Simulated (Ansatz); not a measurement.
Task: Each is relaxed and computed with PBEsol in the plane-wave PAW code Ansatz. Which is the only metal?
A. SrTiO3, I4/mcm (Sr on 4b, Ti on 4c, O on 8h, O on 4a)
B. NaCl, CsCl type
C. TiO2, anatase
D. TiC, CsCl type

Result: D, TiC, CsCl type. TiC: metal; SrTiO3: gap 1.97 eV; NaCl: gap 4.00 eV (indirect); TiO2: gap 2.11 eV (indirect). Constructed cells (a structure type filled with these elements, in neither database checked): TiC, CsCl type. Not the usual ambient phase: TiC, CsCl type; SrTiO3, I4/mcm (Sr on 4b, Ti on 4c, O on 8h, O on 4a); NaCl, CsCl type. Unstable at this level: TiC, CsCl type; SrTiO3, I4/mcm (Sr on 4b, Ti on 4c, O on 8h, O on 4a); NaCl, CsCl type. All cells were relaxed under the symmetry of their starts (and spin orders); stability against distortions was not tested throughout. Rows with no word on spin ran without spin polarisation. Spin–orbit coupling is left out wherever it is not named.

Potentials: the later of the program's two PAW sets.
